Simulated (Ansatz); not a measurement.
The calculation used Ansatz 0.2.0, DFT PBE, scalar-relativistic, plane waves, PAW. Settings: cutoff 420 eV, Γ-centred meshes spaced at most about 0.3 Å⁻¹, and about 0.25 Å⁻¹ or finer for metals (2π included), Gaussian smearing. No spin polarisation in the final relaxations.

All energies are static (0 K, no zero-point motion). All come from trial cells, and lower structures may exist.

Question: Order these relaxed structures of Ta₄Mo by energy, lowest first, with the energy over the lowest of them.
A.

```xyz
5
Lattice="-3.0032 3.0032 3.0032 3.0032 -3.0032 3.0032 3.0032 3.0032 -3.0032" Properties=species:S:1:pos:R:3 pbc="T T T"
Ta    1.5016    1.5016   -1.5016
Ta    1.5016   -1.5016    1.5016
Ta   -1.5016    1.5016    1.5016
Ta    1.5016    1.5016    1.5016
Mo    0.0000    0.0000    0.0000
```

B.

```xyz
5
Lattice="-2.4988 2.4988 4.0256 2.4988 -2.4988 4.0256 2.4988 2.4988 -4.0256" Properties=species:S:1:pos:R:3 pbc="T T T"
Ta    0.0000    0.0000    2.5398
Ta    0.0000    0.0000    5.5113
Ta    0.0000    2.4988    0.0000
Ta    2.4988    0.0000    0.0000
Mo    0.0000    0.0000    0.0000
```

Answer: B (0 meV/atom), A (269 meV/atom). Forms: B I4/mmm; A Im-3m. Counting all near atoms (those within 1.25 times the shortest distance at each site; a plus sign parts nearer from farther groups; a slash parts the counts of unlike sites): B has Ta 1+5/2+4, Mo 6; A has Ta 2+6, Mo 8. Even the lowest lies +0.91 eV/atom against the elements.

These runs have no spin–orbit coupling, which can matter for Ta. Cells relaxed within their symmetry can be saddle points. Some structure types and database cells were kept out of the candidates from the start, so a known form may be missing.
